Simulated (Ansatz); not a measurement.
**Every step of a relaxation of MnSe (zincblende type)**

DFT, r2SCAN, PAW with Ansatz's default frozen-core files, scalar-relativistic (Ansatz 0.2.0); a Γ-centred 12×12×12 k mesh, Fermi–Dirac smearing of 0.05 eV, spin-polarised from start moments Mn1 3 μB. The run relaxes cell and atoms at a target pressure of 0.17 GPa.

Command: `ansatz run input.yaml --threads 2 --pin off --max-ram 7168MiB --backend cpu --events-out ev --progress --plain --runs-dir out` It took 100 s on 2 threads of Arm Neoverse V1, with other jobs on the host, peak memory 0.67 GiB.

PAW: frozen-core files, cutoff 500 eV; forces are relaxed below 0.005 eV/Å.

Each step lists its enthalpy F + pV a cell above the last geometry, the pressure, the cell vectors (Å), and Cartesian positions (Å) with forces (eV/Å).

The first step:

```
step 1  dH = 29.52 meV  P = 3.77 GPa
  cell 0.0000 2.9029 2.9029  2.9029 0.0000 2.9029  2.9029 2.9029 0.0000
  Mn 0.0000 0.0000 0.0000   0.0000 0.0000 0.0000
  Se 1.4514 1.4514 1.4514   0.0000 0.0000 0.0000
```

Antiferromagnetic order, which Cr and Mn prefer near zero pressure, wasn't tried. Other magnetic orders may lie lower. The PAW files were made under PBE.

**Question.** Where does the relaxation end, and by which steps?

**Answer.** After 3 geometries, with conventional a, b, c = 5.916, 5.916, 5.916 Å, at 25.880 Å³/atom (+5.80 % against the start) in space group F-43m, with a shortest distance of 2.562 Å and a cell moment of 5.00 μB. The further steps:
```
step 2  dH = 0.01 meV  P = 0.29 GPa
  cell 0.0000 2.9561 2.9561  2.9561 0.0000 2.9561  2.9561 2.9561 0.0000
  Mn 0.0000 0.0000 0.0000   0.0000 0.0000 0.0000
  Se 1.4780 1.4780 1.4780   0.0000 0.0000 0.0000
step 3  dH = 0.00 meV  P = 0.18 GPa
  cell 0.0000 2.9579 2.9579  2.9579 0.0000 2.9579  2.9579 2.9579 0.0000
  Mn 0.0000 0.0000 0.0000   0.0000 0.0000 0.0000
  Se 1.4790 1.4790 1.4790   0.0000 0.0000 0.0000
step 4  dH = -1.06 meV  P = 0.19 GPa  (same geometry on a basis chosen anew; earlier energies don't compare to the last digit)
  cell 0.0000 2.9579 2.9579  2.9579 0.0000 2.9579  2.9579 2.9579 0.0000
  Mn 0.0000 0.0000 0.0000   0.0000 0.0000 0.0000
  Se 1.4790 1.4790 1.4790   0.0000 0.0000 0.0000
```
